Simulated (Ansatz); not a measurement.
Band structure of BiIr

```
CELL_PARAMETERS angstrom
0.00000 3.06712 3.06712
3.06712 0.00000 3.06712
3.06712 3.06712 0.00000
ATOMIC_POSITIONS crystal
Ir 0.00000 0.00000 0.00000
Bi 0.25000 0.25000 0.25000
```

Atoms are numbered in the order listed.

The cell was built from the zincblende type and relaxed in the same program, and has space group F-43m; it needn't be a known or the stable phase.

No spin–orbit coupling, which matters for the heavy atoms here.

Computed with Ansatz 0.2.0, DFT, PBE, all-electron LAPW, scalar-relativistic.

The runs use a Γ-centred 11×11×11 k mesh, Fermi–Dirac smearing of 0.03 eV, basis error target 1 meV/atom, no spin polarisation.

Points in fractions of the reciprocal vectors of this cell: Γ (0, 0, 0), X (-0.5, -0.5, 0), U (-0.375, -0.375, 0.25), K (-0.375, 0, 0.375), L (0, 0, 0.5), W (-0.5, -0.25, 0.25). The path joins them by straight lines in the order Γ–X–U–K–Γ–L–W–X; legs that retrace an earlier one aren't tabulated. Energies are in eV from the Fermi level.

List the levels at K between -8 and 6 eV.

-4.37, -2.99, -2.60, -1.89, -1.52, -0.91, -0.25, 0.90, 5.20.

List the levels at W between -8 and 6 eV.

-4.02, -3.65, -2.32, -1.55, -1.38, -1.25, -0.64, 0.68.

List the levels at X between -8 and 6 eV.

-4.84, -2.29 (×2), -1.64, -1.43, -1.28, 0.05 (×2), 4.87, 5.29.

What is the band gap?

none: bands cross the Fermi level, a metal.
